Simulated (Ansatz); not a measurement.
The end point of a relaxation of TaC. Space group Fm-3m (No. 225), rock salt type. Level of theory: PBEsol (plane waves to 420 eV, PAW, scalar-relativistic; Ansatz, an electronic-structure program).

```xyz
2
Lattice="0.0000 2.2200 2.2200 2.2200 0.0000 2.2200 2.2200 2.2200 0.0000" Properties=species:S:1:pos:R:3 pbc="T T T"
Ta     0.0000     0.0000     0.0000
C      2.2200     2.2200     2.2200
```

```yaml
volume_per_atom: 10.94 Å³
band_gap: no gap (metallic)
shortest_distances: C–Ta 2.22 Å; Ta–Ta 3.14 Å; C–C 3.14 Å
k-mesh: 18×18×18
```

No spin polarisation in the result. The relaxed primitive cell holds an odd number of electrons. A magnetic state may lie lower.

The run could not lose the symmetry of its start; a randomly shaken copy of 4 atoms returns to this structure.
